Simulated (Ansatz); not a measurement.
A distorted cell of CdTe (zinc blende):

```
CdTe
1.0
    0.00000     3.27881     3.27881
    3.27881     0.00000     3.27881
    3.27881     3.27881     0.00000
Te Cd
1 1
Direct
  0.70510   0.70510   0.70510
  0.00000   0.00000   0.00000
```

The numbers are results of r2SCAN (plane waves to 500 eV, PAW, scalar-relativistic; Ansatz, an electronic-structure program), not measurements. k mesh 7×7×7 (Γ-centred), Fermi-Dirac smearing 0.05 eV. E stands for the smeared free energy. Stress and pressure are positive under compression. CdTe was relaxed with its symmetry unable to fall. Spin-orbit coupling is left out, though Te is heavy.

Q: Predict the force on every atom, in eV/Å.

A: 
| atom | Fx | Fy | Fz |
|---|---|---|---|
| Te1 | 0.407 | 0.407 | 0.407 |
| Cd2 | -0.407 | -0.407 | -0.407 |

Q: What is the stress tensor (GPa)?

A: 
```
    1.8     -1.7     -1.7
   -1.7      1.8     -1.7
   -1.7     -1.7      1.8
```
The pressure, a third of the trace, is 1.8 GPa.

Q: In it atom 1 sits (-0.294, -0.294, -0.294) Å away from its relaxed site. What is its energy relative to the relaxed cell?

A: 274 meV/cell.

(For displaced atoms, the force is minus the slope of the energy, and its curvature is a force constant, which sets phonon frequencies.)
